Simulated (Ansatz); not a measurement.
TaTe:
Space group Cmcm (No. 63); a = 3.6252 Å, b = 10.1742 Å, c = 4.7485 Å, α = β = γ = 90.00°

```json
[
 {"atom": "Te", "site": "4c", "symmetry": "m2m", "x": "0.0000", "y": "0.3629", "z": "0.2500"},
 {"atom": "Ta", "site": "4c", "symmetry": "m2m", "x": "0.0000", "y": "0.0777", "z": "0.2500"}
]
```
(The calculation used a cell of 4 atoms; values per cell refer to that cell.)

Relaxed with PBE.

**Question.** Which orbitals make up the states near the Fermi level in PBE in the plane-wave PAW code Ansatz?

**Answer.** Within 0.5 eV of the Fermi level: Ta 5d 74 %, Te 5p 11 %, outside the projected shells 8 %. Projections are on Löwdin-orthogonalised atomic valence shells; empty p or d shells of many metals are not among them.

**Question.** Tabulate the density of states.

**Answer.** States/eV per cell of 4 atoms, in 0.25 eV bins, energy from the Fermi level.

```tsv
E (eV)	total	Ta 5d	Te 5p	Ta 6s
-7.85	0.25	0.03	0.14	0.07
-7.60	0.68	0.09	0.38	0.17
-7.35	1.01	0.14	0.58	0.24
-7.10	1.25	0.18	0.74	0.26
-6.85	1.66	0.25	1.01	0.31
-6.60	2.28	0.40	1.44	0.33
-6.35	3.89	0.86	2.60	0.29
-6.10	1.83	0.42	1.13	0.18
-5.85	1.72	0.48	1.02	0.14
-5.60	2.68	0.75	1.64	0.18
-5.35	2.87	0.82	1.80	0.14
-5.10	2.88	0.76	1.83	0.14
-4.85	2.90	0.73	1.92	0.11
-4.60	1.66	0.49	1.03	0.06
-4.35	1.76	0.58	1.05	0.06
-4.10	2.33	0.78	1.39	0.08
-3.85	2.94	0.90	1.86	0.08
-3.60	3.81	1.21	2.41	0.07
-3.35	3.57	1.24	2.18	0.06
-3.10	3.15	1.18	1.86	0.04
-2.85	1.93	0.72	1.14	0.03
-2.60	0.93	0.43	0.44	0.04
-2.35	0.72	0.47	0.13	0.09
-2.10	1.56	1.15	0.20	0.15
-1.85	4.10	3.33	0.35	0.27
-1.60	4.70	3.93	0.32	0.25
-1.35	3.90	3.32	0.23	0.19
-1.10	1.63	1.26	0.15	0.13
-0.85	1.55	1.14	0.16	0.14
-0.60	1.41	1.04	0.15	0.11
-0.35	1.76	1.29	0.21	0.11
-0.10	2.81	2.07	0.33	0.11
0.15	3.61	2.70	0.38	0.13
0.40	3.25	2.45	0.35	0.09
0.65	3.87	2.88	0.40	0.15
0.90	4.21	3.11	0.45	0.18
1.15	5.22	3.75	0.61	0.22
1.40	4.43	3.21	0.47	0.20
1.65	4.28	3.06	0.43	0.23
1.90	4.06	2.78	0.47	0.24
2.15	4.07	2.76	0.55	0.23
2.40	3.52	2.26	0.56	0.21
2.65	3.22	2.06	0.64	0.21
```

The start of the workflow was typed in or built on a structure type; neither database checked (COD, Materials Project) lists it. Whether it is the stable phase at ambient conditions was not checked. The PBE relaxation kept the symmetry of its start; whether a distortion lowers the energy is not shown. No spin polarisation was allowed. Spin–orbit coupling is left out wherever it is not named.

Potentials: the earlier of the program's two PAW sets.
